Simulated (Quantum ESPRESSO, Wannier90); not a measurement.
## Wannier functions of SrTl (CsCl type)

```
begin unit_cell_cart
ang
    4.0628500000    0.0000000000    0.0000000000
    0.0000000000    4.0628500000    0.0000000000
    0.0000000000    0.0000000000    4.0628500000
end unit_cell_cart
begin atoms_frac
Sr   0.0000000000  0.0000000000  0.0000000000
Tl   0.5000000000  0.5000000000  0.5000000000
end atoms_frac
```

Structure: Materials Project mp-2434, symmetrised, not relaxed again. COD (Crystallography Open Database) has an entry of this formula and space group (matched by these alone). Computed values, not measurements, from PBEsol: Quantum ESPRESSO (norm-conserving PseudoDojo potentials, cutoff 55 Ry, no spin polarisation, no spin-orbit coupling) on a Γ-centred 8×8×8 mesh, then Wannier90. Density: 10×10×10 mesh, cold smearing 0.01 Ry. Spin-orbit coupling is left out although heavy elements are present.

Band 10 is isolated and gives one Wannier function a cell (Tl2 6s 79 %, Sr1 5s 11 %, Tl2 6p 8 %; spread 2.83 Å²). Its on-site energy is ε = -6.248 eV relative to the Fermi level, and its hoppings t(R) = t(−R) to the nearer images are (images within this range that aren't listed have |t| under 5 meV):

| R (lattice vectors; −R alike) | distance (Å) | t (eV) |
|---|---|---|
| 0 0 1 | 4.06 | -0.219 |
| 0 1 0 | 4.06 | -0.219 |
| 1 0 0 | 4.06 | -0.219 |
| 0 1 -1 | 5.75 | -0.015 |
| 0 1 1 | 5.75 | -0.015 |
| 1 -1 0 | 5.75 | -0.015 |
| 1 0 -1 | 5.75 | -0.015 |
| 1 0 1 | 5.75 | -0.015 |
| 1 1 0 | 5.75 | -0.015 |
| 1 -1 -1 | 7.04 | -0.026 |
| 1 -1 1 | 7.04 | -0.026 |
| 1 1 -1 | 7.04 | -0.026 |
| 1 1 1 | 7.04 | -0.026 |

Question: Work out the band energy at Γ, X, M, R from these numbers.

Answer: For one orbital E(k) = ε + Σ_R 2 t(R) cos(2π k·R), the sum over the listed R.
- Γ, k = (0.000, 0.000, 0.000): E = -6.248 + (-0.219)·(6.00) + (-0.015)·(12.00) + (-0.026)·(8.00) = -7.95 eV; pw.x: -7.76 eV
- X, k = (0.000, 0.500, 0.000): E = -6.248 + (-0.219)·(2.00) + (-0.015)·(-4.00) + (-0.026)·(-8.00) = -6.42 eV; pw.x: -6.30 eV
- M, k = (0.500, 0.500, 0.000): E = -6.248 + (-0.219)·(-2.00) + (-0.015)·(-4.00) + (-0.026)·(8.00) = -5.96 eV; pw.x: -5.88 eV
- R, k = (0.500, 0.500, 0.500): E = -6.248 + (-0.219)·(-6.00) + (-0.015)·(12.00) + (-0.026)·(-8.00) = -4.91 eV; pw.x: -4.66 eV

At these points the listed shells miss the plane-wave band by up to 0.24 eV, of a width of 3.10 eV on the path. With all its hoppings the model misses the band by 2.1 meV at worst on the whole path, so most of the miss comes from the hoppings not listed.
